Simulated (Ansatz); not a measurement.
# Nb (Im-3m): the size of the finite step

```
Nb
1.0
    -1.65161    1.65161    1.65161
     1.65161   -1.65161    1.65161
     1.65161    1.65161   -1.65161
Nb
1
Cartesian
  0.0000 0.0000 0.0000
```

Conventional cell: a = 3.303 Å, b = 3.303 Å, c = 3.303 Å, α = 90.00°, β = 90.00°, γ = 90.00°. Around Nb (atom 1) lie 8 Nb at 2.86 Å.

Unless marked otherwise, the numbers come from r²SCAN, PAW on Ansatz 0.2.0's default frozen-core files (fitted under PBE), scalar-relativistic. k mesh 26×26×26, strains of ±0.008, Fermi-Dirac smearing of 0.050 eV, cutoff 500 eV. The cell was relaxed by PAW under this functional.

(1) Elastic constants come from stresses at strains of ±0.008 (and twice that, four-point stencil): C11 = 254.5, C12 = 136.1, C44 = 16.7 GPa. What does an amplitude of 0.04 give?

## Answers

(1) C11 = 246.3, C12 = 138.7, C44 = 11.1 GPa. A large step picks up anharmonic terms.

Caveats: frozen-core PAW files fitted under PBE, their cores solved anew for the functional of the run; responses of metals move with mesh and smearing; C44 of V, Nb and Ta is known to come out low; slopes at the two strain sizes disagree.
